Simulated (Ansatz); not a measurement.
Y$_{2}$In in space group P6_3/mmc (No. 194; Y on 2a, Y on 2d, In on 2c), plane-wave PAW PBE (Ansatz code), all energies at zero smearing, with the estimated change up to a 700 eV cutoff added, with one set of potentials and settings (totals compare only within such a set). Cell of 6 atoms (4 Y, 2 In): -26592.990 eV.

```tsv
element	reference phase	E (eV/atom)
Y	P6_3/mmc, 2 atoms in the cell	-3848.6897
In	I4/mmm, 1 atoms in the cell	-5597.9156
```

Formation energy per atom, worked out: (-26592.990 − 4×(-3848.6897) − 2×(-5597.9156))/6 = -0.400 eV/atom (-39 kJ per mol of atoms), at 0 K, without zero-point energy or fitted corrections.

The workflow started from a Materials Project entry (that database holds measured and hypothetical structures alike); the Crystallography Open Database files this formula in space group No. 194, but the cells were not matched. Its standing as an ambient phase is unchecked. The PBE relaxation kept the symmetry of its start; its stability against distortions is not shown here. Spin order of the final state: ferromagnetic, the only order run, not a proven ground state. The references are the lowest solids computed at this level, not always the standard phases.

Potentials: the earlier of the program's two PAW sets.
